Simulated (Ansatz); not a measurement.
AlGa3As4:
```xyz
8
Lattice="4.0106 0.0000 0.0000 0.0000 4.0106 0.0000 0.0000 0.0000 11.3256" Properties=species:S:1:pos:R:3 pbc="T T T"
Ga     0.0000     0.0000     8.4974
As     2.0053     0.0000     9.9118
Ga     2.0053     2.0053     0.0000
As     0.0000     2.0053     1.4138
Ga     0.0000     0.0000     2.8282
As     2.0053     0.0000     4.2490
Al     2.0053     2.0053     5.6628
As     0.0000     2.0053     7.0766
```

Relaxed with r²SCAN.

Question: Map the valence electron density (e/Å³), cut off at 0.7 on the plane through (0.500, 0.500, 0.000) spanned by u = [1, 0, 0] and v = [0, 0, 1] in lattice vectors, from r²SCAN (plane waves, PAW; program Ansatz).

Answer: x is the fraction of u, y of v (the angle between them is 90°; rows are the nearest grid lines); atoms in the plane: Ga at (0.00, 0.00), As at (0.50, 0.12), Al at (0.00, 0.50), As at (0.50, 0.62).
```
|@@@@@=-:::::::-=@@@@@|
|@@@#=:.       .:=#@@@|
|#*+-:.         .:-+*#|
|...               ...|
|                     |
|                     |
|       ..:::..       |
|    .:-+#%@%#+-:.    |
|  .:-+@@@@@@@@@+-:.  |
|:::-+%@@@@@@@@@%+-:::|
|::-=+#@@@@@@@@@#+=-::|
|  .:-===========-:.  |
|   ...............   |
|:::..           ..:::|
|:...             ...:|
|                     |
|                     |
|       ..:::..       |
|     ..:-===-:..     |
|   .:-*@@@@@@@*-:.   |
|..::=*@@@@@@@@@*=::..|
|#**+*#@@@@@@@@@#*+**#|
|@@@@#*##%@@@%##*#@@@@|
|@@@@@=-:::::::-=@@@@@|
```
Scale: ten equal steps from 0.015 (start of ' ') to 0.700 (end of '@'), in the order ' .:-=+*#%@'; x runs from 0.000 to 1.00, y from 0.000 (bottom) to 1.00 (top).

The density is the valence pseudo-density with augmentation charge, so density and ELF within about 1 Å of a nucleus are not all-electron values.

Space group P-4m2. The start of the workflow was typed in or built on a structure type; neither database checked (COD, Materials Project) lists it. Whether it is the stable phase at ambient conditions was not checked. The cell was relaxed with r²SCAN under the symmetry of its start; its stability against distortions is not shown here.

Potentials: the earlier of the program's two PAW sets.
